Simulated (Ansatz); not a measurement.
GaBi:
```yaml
crystal:
  lattice:
    - [0.00000, 2.94293, 2.94293]
    - [2.94293, 0.00000, 2.94293]
    - [2.94293, 2.94293, 0.00000]
  atoms:
    - { symbol: Bi, position: [0.00000, 0.00000, 0.00000] }
    - { symbol: Ga, position: [0.50000, 0.50000, 0.50000] }
```

Relaxed with PBEsol.

Task: Decompose the optical modes at the zone centre into irreducible representations, and say which are infrared and Raman allowed.

Result: Point group m-3m: Γ_opt = T1u. Infrared: T1u. Raman: none.

Task: Assign frequencies (DFPT, PBEsol in the plane-wave PAW code Ansatz).

Result: T1u 111 cm⁻¹.

Space group Fm-3m (rock salt). A made-up cell: these elements were put on the sites of a structure type; neither database checked (COD, Materials Project) lists it. Whether it is the stable phase at ambient conditions was not checked. The cell was relaxed with PBEsol under the symmetry of its start; of distortions, only those at the zone centre were tested. As this level gives no gap, phonon frequencies hold no LO–TO term and depend on the k-mesh and smearing (Fermi–Dirac, 0.1 eV here). Scalar-relativistic: spin–orbit coupling is off unless named, which matters more the heavier the elements.

Potentials: the later of the program's two PAW sets.
